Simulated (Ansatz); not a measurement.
Data:

Te$_{2}$Pt:
Space group P-3m1 (No. 164); a = 4.020 Å, b = 4.020 Å, c = 5.091 Å, α = 90.00°, β = 90.00°, γ = 120.00°

```tsv
atom	site	symmetry	x	y	z
Te	2d	3m.	0.3333	0.6667	0.2633
Pt	1a	-3m.	0.0000	0.0000	0.0000
```

This is the LDA-relaxed structure.

Problem. All from DFT-LDA in the program Ansatz with PAW potentials, unless another level is named. Predict the electronic character.

Solution. metallic (no gap).

Problem. What about the density of states at the Fermi level?

Solution. 0.43 states/eV per atom (mean over ±0.08 eV).

Problem. What about the formation energy from the elements (no fitted shifts)?

Solution. -0.42 eV/atom.

Symmetry was held in the LDA relaxation; of distortions, only those at the zone centre were tested. The run is not spin-polarised. A crystal of weakly bound layers computed without a dispersion correction: the cell and the soft elastic constants depend strongly on that. The references are the lowest solids computed at this level, not always the standard phases. Scalar-relativistic: spin–orbit coupling is off unless named, which matters more the heavier the elements.

Potentials: the earlier of the program's two PAW sets.
